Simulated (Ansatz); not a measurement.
### Question
Each is relaxed and computed with PBE+D3(BJ) in the plane-wave PAW code Ansatz. Which is the only metal?
A. BAs, Pnma (B on 4c, As on 4c)
B. BP, P6_3/mmc (B on 2c, P on 2d)
C. Ti2B, R-3m (Ti on 6c, B on 3a)
D. BN, P6_3mc (Pearson symbol hP12)

### Answer
C, Ti2B, R-3m (Ti on 6c, B on 3a). Ti2B: metal; BN: gap 4.16 eV (indirect); BP: gap 0.55 eV (indirect); BAs: gap 0.44 eV (indirect). Built on a structure type that need not be the filed one of that space group: BN, P6_3mc (Pearson symbol hP12). Typed or built starts, not in the databases checked: Ti2B, R-3m (Ti on 6c, B on 3a); BP, P6_3/mmc (B on 2c, P on 2d); BAs, Pnma (B on 4c, As on 4c). Not the usual ambient phase: BN, P6_3mc (Pearson symbol hP12); BP, P6_3/mmc (B on 2c, P on 2d); BAs, Pnma (B on 4c, As on 4c). All cells were relaxed under the symmetry of their starts (and spin orders); stability against distortions was not tested throughout. Named crystals with no word on spin ran without spin polarisation. Spin–orbit coupling is left out wherever it is not named.

Potentials: the earlier of the program's two PAW sets.
